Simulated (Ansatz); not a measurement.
The calculation used DFT PBE, scalar-relativistic, plane waves, PAW in Ansatz 0.2.0. Cutoff 420 eV, Γ-centred 6×6×6 mesh (8-atom cell), Gaussian smearing of 0.10 eV, collinear spin.

The zero of energy is the elements' standard structures at the same level; no fitted shifts are applied.

Question: Give a relaxed trial structure of a cubic metal made of Ca, Se and Ti, with a formation energy near −0.87 eV/atom, a density near 3.77 g/cm³ and a net moment near 0.7 μB per atom, in a cell of 8 atoms.

Answer: CaTi₃Se₄, space group P-43m (No. 215). Around Ca lie 4 Se at 2.84 Å; Ti is surrounded by 4 Se at 2.55 Å; around Se lie 3 Ti at 2.55 Å and 1 Ca at 2.84 Å.

```xyz
8
Lattice="6.0356 0.0000 0.0000 0.0000 6.0356 0.0000 0.0000 0.0000 6.0356" Properties=species:S:1:pos:R:3 pbc="T T T"
Ca    3.0178    3.0178    3.0178
Ti    0.0000    0.0000    3.0178
Ti    0.0000    3.0178    0.0000
Ti    3.0178    0.0000    0.0000
Se    1.3793    1.3793    1.3793
Se    1.3793    4.6563    4.6563
Se    4.6563    1.3793    4.6563
Se    4.6563    4.6563    1.3793
```

* Volume per atom: 27.48 Å³
* Density: 3.77 g/cm³
* Energy over the elements: −0.87 eV/atom
* Gap on the 6×6×6 mesh of the 8-atom cell: 0 eV (a metal)
* Net moment per atom: 0.75 μB
* Moment by site: Ti 1.4 (×3) μB

The cell was found from a structure generator's guess, not taken from experiment. The answer needn't be unique; the calculation gave this one.

The reference form of Se is held partly by dispersion forces, which this level lacks. The magnetic state reached may not be the lowest. A structure relaxed within its symmetry needn't be a true minimum. Site moments count only spheres around the atoms; the net moment includes the space between them.
